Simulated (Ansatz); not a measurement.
One crystal and one scan (energy over volume and axial ratio) at two levels, PBE (plane waves to 420 eV, PAW, scalar-relativistic; Ansatz, a program for electronic structure) and r2SCAN (plane waves to 500 eV, PAW, scalar-relativistic; Ansatz), each from its own relaxed cell and on its own mesh. The cell shown is that of PBE.

BeS (zinc blende)

```
BeS
1.0
    0.00000     2.43799     2.43799
    2.43799     0.00000     2.43799
    2.43799     2.43799     0.00000
S Be
1 1
Direct
  0.75000   0.75000   0.75000
  0.00000   0.00000   0.00000
```

The relaxed cell is deformed in two ways at once: its volume V is scaled, and at that volume it is stretched along z (the c axis of the conventional cell) so that c/a changes. Fractional atomic positions are held.

E stands for the smeared free energy. BeS was relaxed with its symmetry unable to fall. Percentages come from the unrounded values.

| quantity | PBE | r2SCAN | PBE − r2SCAN |
|---|---|---|---|
| Lattice constant a (Å) | 4.876 | 4.869 | +0.007 (+0.2 %) |
| Shear modulus C′ = (C11 − C12)/2 (fit, atoms clamped) (GPa) | 48 | 50 | -2 (-4 %) |

They agree on: lattice constant a (within 0.2 %).

(Under strain, the slope of the energy per volume gives the stress and its curvature an elastic modulus.)
